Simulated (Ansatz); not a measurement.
## One slab under several functionals: bcc W (110), 5 layers

All-electron LAPW in Ansatz 0.2.0, scalar-relativistic, no spin–orbit coupling; no spin polarisation. Each functional has its own bulk lattice constant and relaxed 1×1 slab, with 16 to 20 Å of vacuum and a dipole correction.

```csv
functional,area (Å²),γ (J/m²),Φ (eV),Δd12 (%)
LDA,6.95,?,5.07,-3.5
PBE,7.17,?,4.78,-3.5
```

Problem. Fill in "γ (J/m²)" for the row "PBE".

Solution. 3.30.

Problem. What belongs in the row "LDA", column "γ (J/m²)"?

Solution. 3.69.
